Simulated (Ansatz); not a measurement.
According to PBEsol (plane waves, PAW; program Ansatz), SiC in the hexagonal phase (P6_222; Si on 3d, C on 3c) relaxes to a = 3.066 Å, c = 7.031 Å. Its formation energy from the elements is 0.27 eV/atom, with no fitted shifts.

The Kohn–Sham gap is 0.77 eV (indirect). The valence maximum lies at Γ and the conduction minimum at M (3 equivalent valleys). HSE06 on the same cell gives 1.64 eV. The electron mass is 0.17, 0.45, 0.88 mₑ (principal values). The hole mass is 0.38, 0.38, 3.5 mₑ (principal values).

An equation-of-state fit gives a bulk modulus of 230 GPa. The relaxed-ion elastic constants in GPa are C11 = 453, C12 = 91.0, C13 = 105, C33 = 607, C44 = 202. The elastic constants imply a Debye temperature near 1160 K. Perturbation theory gives ε∞ = 11.3 (xx = yy), 11.4 (zz). Letting the ions move raises it to ε0 = 23.5 (xx = yy), 17.4 (zz). Born charges are Si +3.24, C -3.24 e. The phonon dispersion is stable (no imaginary branch). Without the LO–TO term the highest mode at Γ lies at 837 cm⁻¹.

The start of the workflow was typed in or built on a structure type; neither database checked (COD, Materials Project) lists it. It is not the phase usual at ambient conditions (space group No. 186, 216). The PBEsol relaxation kept the symmetry of its start. Its formation energy is positive at this level, so the cell may be metastable or incomplete. The references are the lowest solids computed at this level, not always the standard phases.

Potentials: the later of the program's two PAW sets.
